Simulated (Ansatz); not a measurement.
Consider the following.

I:
```yaml
crystal:
  lattice:
    - [3.87115, -2.31787, 0.00000]
    - [3.87115, 2.31787, 0.00000]
    - [0.00000, 0.00000, 9.85396]
  atoms:
    - { symbol: I, position: [0.84442, 0.15558, 0.87996] }
    - { symbol: I, position: [0.34442, 0.65558, 0.62004] }
    - { symbol: I, position: [0.15558, 0.84442, 0.12004] }
    - { symbol: I, position: [0.65558, 0.34442, 0.37996] }
```

This is the r²SCAN-relaxed structure. Cartesian axes are those of the cell as given.

### Question
All from plane-wave PAW r²SCAN (Ansatz code), unless another level is named. Give the Debye temperature from the elastic constants.

### Answer
106 K.

### Question
What about the elastic constants (relaxed ions, GPa)?

### Answer
C11 = 10.2, C22 = 17.4, C33 = 33.8, C12 = 2.8, C13 = -0.2, C23 = 16.6, C44 = 21.8, C55 = 2.1, C66 = 4.1.

Space group Cmce (molecular I2 type). The r²SCAN relaxation kept the symmetry of its start. A crystal of weakly bound molecules computed without a dispersion correction: the cell and the soft elastic constants depend strongly on that. Spin–orbit coupling is left out wherever it is not named.

Potentials: the later of the program's two PAW sets.
